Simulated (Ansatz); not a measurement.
## BaTiO3: computed property card

BaTiO₃:
```
CELL_PARAMETERS angstrom
      2.78776     1.60951     2.28030
     -2.78776     1.60951     2.28030
      0.00000    -3.21903     2.28030
ATOMIC_POSITIONS crystal
  Ba 0.99894 0.99894 0.99894
  Ti 0.50767 0.50767 0.50767
  O  0.48957 0.98535 0.48957
  O  0.48957 0.48957 0.98535
  O  0.98535 0.48957 0.48957
```

Space group R3m (No. 160); conventional cell a = b = 5.5755 Å, c = 6.8409 Å, α = β = 90.00°, γ = 120.00°.

Method: DFT-LDA in the program Ansatz with PAW potentials. Structure relaxed to zero pressure with the same functional. Other levels are named where they apply.

**Cell and energy**

```json
{
 "volume_per_atom": "12.28 Å³",
 "density": "6.31 g/cm³",
 "Formation energy from the elements (no fitted shifts)": "-3.33 eV/atom"
}
```

**Electronic structure**

```json
{
  "band_gap": "2.15 eV (indirect)",
  "valence_band_maximum": "at T",
  "conduction_band_minimum": "at Γ",
  "smallest_direct_gap_on_the_standard_path": "2.35 eV",
  "Electron effective mass, band 1 of 2 at the edge": "1.7 along x, 0.66 along z (mₑ)",
  "Electron effective mass, band 2 of 2 at the edge": "0.54 along x, 0.66 along z (mₑ)",
  "hole_effective_mass": "1.2, 1.2, 2.2 mₑ (principal values)"
}
```

**Mechanics**

```json
{
  "Bulk modulus (Birch–Murnaghan fit)": "150 GPa",
  "Pressure derivative B′": "8.1",
  "Elastic constants (relaxed ions, GPa)": "C11 = 300, C12 = 95.4, C13 = 59.5, C14 = -42.8, C33 = 292, C44 = 54.0",
  "mechanical_stability": "stable (all eigenvalues of C positive)",
  "hill_bulk_and_shear_moduli": "146 and 70.6 GPa",
  "Young's modulus": "183 GPa",
  "Poisson's ratio": "0.29",
  "debye_temperature_from_the_elastic_constants": "482 K",
  "Piezoelectric stress constants (proper, relaxed ions, C/m²)": "e15 = e24 = 7.10, e16 = e21 = 3.86, e22 = -3.86, e31 = e32 = 3.53, e33 = 4.99"
}
```

**Dielectric response**

```json
{
  "Electronic dielectric constant ε∞ (DFPT)": "6.35 (xx = yy), 6.04 (zz)",
  "Static dielectric constant ε0 (ions relaxed, cell fixed)": "107 (xx = yy), 53.1 (zz)",
  "Born charges (a third of the trace)": "Ba +2.80, Ti +6.64, O -3.15 e",
  "Largest static χ(2) component": "42 pm/V"
}
```

**Phonons**

```json
{
  "Highest zone-centre frequency (without LO–TO term)": "511 cm⁻¹",
  "zone_centre_stability": "no imaginary mode at Γ",
  "dynamical_stability_on_the_path": "stable (no imaginary branch)",
  "zero_point_energy": "59.3 meV/atom",
  "Vibrational entropy at 300 K": "21.0 J/(K·mol of atoms)"
}
```

This is a known low-temperature phase of the composition, computed here at zero pressure and temperature. Symmetry was held in the LDA relaxation. No spin polarisation was allowed. Signs of piezoelectric constants follow the polarity of the cell as given. The references are the lowest solids computed at this level, not always the standard phases (solids in place of the gases). Spin–orbit coupling is left out wherever it is not named.

Potentials: the later of the program's two PAW sets.
